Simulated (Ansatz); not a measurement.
The relaxed structure here is a generated cell of Rh: the first start was made by a random draw of sites in a space group, and the end was not matched to a known phase here, so it may be hypothetical. Known forms of Rh include space group No. 225.

A relaxed cell of Rh (P4₂/mmc (No. 131)), relaxed on a k-mesh at least as fine as the one used below. Method: r2SCAN (plane waves to 500 eV, PAW, scalar-relativistic; Ansatz, an electronic-structure program). Γ-centred k-mesh 12×6×4 on the run's cell (coarser than for final values), Fermi–Dirac smearing 0.05 eV.

```yaml
crystal:
  lattice:
    - [2.60339, 0.00000, 0.00000]
    - [0.00000, 5.20679, 0.00000]
    - [0.00000, 0.00000, 8.88663]
  atoms:
    - { symbol: Rh, position: [0.00000, 0.25000, 0.00000] }
    - { symbol: Rh, position: [0.00000, 0.75000, 0.00000] }
    - { symbol: Rh, position: [0.50000, 0.00000, 0.50000] }
    - { symbol: Rh, position: [0.50000, 0.50000, 0.50000] }
    - { symbol: Rh, position: [0.50000, 0.25000, 0.25000] }
    - { symbol: Rh, position: [0.50000, 0.75000, 0.25000] }
    - { symbol: Rh, position: [0.50000, 0.25000, 0.75000] }
    - { symbol: Rh, position: [0.50000, 0.75000, 0.75000] }
```

The atoms are displaced by (Å):

| atom | ux | uy | uz |
|---|---|---|---|
| Rh1 | 0.164 | 0.020 | 0.077 |
| Rh2 | 0.045 | -0.205 | -0.045 |
| Rh3 | -0.033 | -0.090 | -0.015 |
| Rh4 | 0.002 | 0.111 | -0.026 |
| Rh5 | -0.055 | 0.132 | 0.075 |
| Rh6 | 0.014 | 0.010 | -0.047 |
| Rh7 | -0.010 | -0.108 | 0.058 |
| Rh8 | -0.108 | 0.026 | 0.061 |

### Question
What forces (eV/Å) and pressure result?

### Answer
```json
[
 {"atom": "Rh1", "Fx": "-0.69", "Fy": "-1.09", "Fz": "0.03"},
 {"atom": "Rh2", "Fx": "-0.67", "Fy": "0.87", "Fz": "0.56"},
 {"atom": "Rh3", "Fx": "-0.06", "Fy": "1.45", "Fz": "0.12"},
 {"atom": "Rh4", "Fx": "-0.04", "Fy": "-1.07", "Fz": "0.97"},
 {"atom": "Rh5", "Fx": "0.42", "Fy": "-1.43", "Fz": "-0.04"},
 {"atom": "Rh6", "Fx": "0.10", "Fy": "0.90", "Fz": "-0.04"},
 {"atom": "Rh7", "Fx": "0.47", "Fy": "1.05", "Fz": "-0.53"},
 {"atom": "Rh8", "Fx": "0.48", "Fy": "-0.69", "Fz": "-1.07"}
]
```

Pressure +3.9 GPa.

### Question
Estimate the energy cost of the displacement in the harmonic approximation and compare with the calculation.

### Answer
For a harmonic well ΔE = −½ Σ F·u = 0.564 eV a cell, or 71 meV/atom. The calculated energy relative to the undisplaced cell is +0.07 eV/atom, so the harmonic estimate holds well.

The undisplaced cell is probably no minimum: from this displacement the run went on to P6₃/mmc (No. 194), 0.47 eV/atom below it.

No spin polarisation in the result.
